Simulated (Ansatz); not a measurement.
Relaxed-ion elastic tensor of LaC (rock salt, space group No. 225) in GPa (Voigt order), plane-wave PAW r²SCAN (Ansatz code); density 6.23 g/cm³, 20.12 Å³ per atom.

```
      1     2     3     4     5     6
-  ----  ----  ----  ----  ----  ----
1  17.4   121   121   0.0   0.0   0.0
2   121  17.4   121   0.0   0.0   0.0
3   121   121  17.4   0.0   0.0   0.0
4   0.0   0.0   0.0  46.4   0.0   0.0
5   0.0   0.0   0.0   0.0  46.4   0.0
6   0.0   0.0   0.0   0.0   0.0  46.4
```

Problem. Is the crystal mechanically stable?

Solution. No: the smallest eigenvalue of C is -103 GPa.

Space group Fm-3m (rock salt). The start of the workflow was typed in or built on a structure type; neither database checked (COD, Materials Project) lists it. Its standing as an ambient phase is unchecked. The r²SCAN relaxation kept the symmetry of its start. At this level the phase is mechanically unstable. Its formation energy is positive at this level, so the cell may be metastable or incomplete. As this level gives no gap, shear constants depend on the k-mesh and smearing (Fermi–Dirac, 0.1 eV here). Spin–orbit coupling is left out wherever it is not named.

Potentials: the later of the program's two PAW sets.
